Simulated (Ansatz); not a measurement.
Relaxed CdSe (wurtzite):

```
CELL_PARAMETERS angstrom
      4.33999     0.00000     0.00000
     -2.17000     3.75854     0.00000
      0.00000     0.00000     7.07803
ATOMIC_POSITIONS crystal
  Cd 0.66667 0.33333 0.00056
  Cd 0.33333 0.66667 0.50056
  Se 0.66667 0.33333 0.62464
  Se 0.33333 0.66667 0.12464
```

Level of theory: r2SCAN (plane waves to 500 eV, PAW, scalar-relativistic; Ansatz, a quantum-chemistry and plane-wave program). k mesh 7×7×4 (Γ-centred), Fermi-Dirac smearing 0.05 eV. CdSe was relaxed with its symmetry unable to fall.

One atom of the cell was then moved (with its periodic images), all else fixed, and the forces (eV/Å) came out as:

```tsv
atom	Fx	Fy	Fz
Cd1	-2.539	-1.507	-0.886
Cd2	-0.045	-0.009	-0.106
Se3	-0.185	-0.047	-0.046
Se4	2.769	1.564	1.038
```

### Question
Which atom was moved, and by which vector (Å)?

### Answer
Se4, by (-0.44, 0.00, 0.00), 0.44 Å in all.

(For displaced atoms, the force is minus the slope of the energy, and its curvature is a force constant, which sets phonon frequencies.)
